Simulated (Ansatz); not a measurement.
BeSe:
```
CELL_PARAMETERS angstrom
      0.00000     2.58886     2.58886
      2.58886     0.00000     2.58886
      2.58886     2.58886     0.00000
ATOMIC_POSITIONS crystal
  Be 0.50000 0.50000 0.50000
  Se 0.75000 0.75000 0.75000
```

Relaxed with PBE.

Q: Give the Bader charges and basin volumes of the independent atoms, plane-wave PAW PBE (Ansatz code).

A: 

| atom | Bader charge (e) | Bader volume (Å³) |
|---|---|---|
| Be1 | +1.57 | 2.7 |
| Se2 | -1.57 | 32.0 |

Space group F-43m (zinc blende). Symmetry was held in the PBE relaxation. The volume moved by 28 % from the start of the relaxation.

Potentials: the later of the program's two PAW sets.
